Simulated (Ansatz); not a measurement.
ScSi:
Space group Cmcm (No. 63); a = 3.952 Å, b = 9.821 Å, c = 3.636 Å, α = 90.00°, β = 90.00°, γ = 90.00°

```
atom  site  symmetry       x       y       z
----  ----  --------  ------  ------  ------
Sc      4c       m2m  0.0000  0.1391  0.7500
Si      4c       m2m  0.0000  0.5816  0.2500
```
(The calculation used a cell of 4 atoms; values per cell refer to that cell.)

Relaxed with PBEsol.

Problem. Which orbitals make up the states near the Fermi level in plane-wave PAW PBEsol (Ansatz code)?

Solution. Within 0.5 eV of the Fermi level: Sc 3d 77 %, Si 3p 16 %, outside the projected shells 5 %. Projections are on Löwdin-orthogonalised atomic valence shells; empty p or d shells of many metals are not among them.

Problem. Tabulate the density of states.

Solution. States/eV per cell of 4 atoms, in 0.25 eV bins, energy from the Fermi level.

```csv
E (eV),total,Sc 3d,Si 3p,Si 3s
-7.85,0.36,0.04,0.09,0.21
-7.60,0.58,0.09,0.14,0.34
-7.35,0.44,0.07,0.10,0.25
-7.10,0.55,0.07,0.13,0.30
-6.85,0.72,0.09,0.17,0.36
-6.60,1.04,0.13,0.23,0.54
-6.35,1.14,0.16,0.25,0.58
-6.10,1.13,0.20,0.25,0.56
-5.85,1.26,0.23,0.32,0.58
-5.60,0.56,0.09,0.16,0.25
-5.35,0.15,0.02,0.05,0.07
-5.10,0.18,0.02,0.11,0.01
-4.85,0.50,0.06,0.31,0.03
-4.60,0.91,0.11,0.57,0.08
-4.35,1.35,0.16,0.86,0.10
-4.10,1.58,0.21,1.06,0.07
-3.85,1.45,0.24,0.94,0.09
-3.60,1.62,0.29,1.05,0.10
-3.35,2.17,0.40,1.46,0.11
-3.10,1.83,0.38,1.18,0.09
-2.85,1.75,0.40,1.09,0.09
-2.60,2.68,0.63,1.73,0.11
-2.35,3.27,0.84,2.09,0.11
-2.10,4.56,1.33,2.91,0.09
-1.85,3.15,1.21,1.76,0.07
-1.60,1.62,0.75,0.80,0.02
-1.35,1.09,0.59,0.45,0.01
-1.10,1.37,0.84,0.43,0.02
-0.85,2.48,1.67,0.58,0.03
-0.60,2.48,1.72,0.55,0.02
-0.35,2.13,1.55,0.42,0.01
-0.10,2.06,1.56,0.34,0.01
0.15,2.18,1.71,0.29,0.01
0.40,2.03,1.64,0.23,0.01
0.65,2.11,1.71,0.18,0.02
0.90,1.76,1.43,0.17,0.02
1.15,1.87,1.52,0.18,0.02
1.40,2.78,2.22,0.30,0.04
1.65,3.07,2.46,0.32,0.04
1.90,3.42,2.78,0.31,0.05
2.15,3.84,3.16,0.31,0.08
2.40,5.08,4.15,0.33,0.12
2.65,4.53,3.70,0.29,0.16
2.90,4.77,4.00,0.31,0.13
3.15,5.20,4.01,0.48,0.36
3.40,4.76,3.49,0.47,0.43
```

The first step of the workflow began from a Materials Project structure, measured or hypothetical; the Crystallography Open Database copy checked does not list it. Whether it is the stable phase at ambient conditions was not checked. The PBEsol relaxation kept the symmetry of its start; its stability against distortions is not shown here. No spin polarisation was allowed.

Potentials: the earlier of the program's two PAW sets. The files were generated under PBE; for other functionals the program regenerates the frozen cores, and for LDA and PBEsol the local potential too.
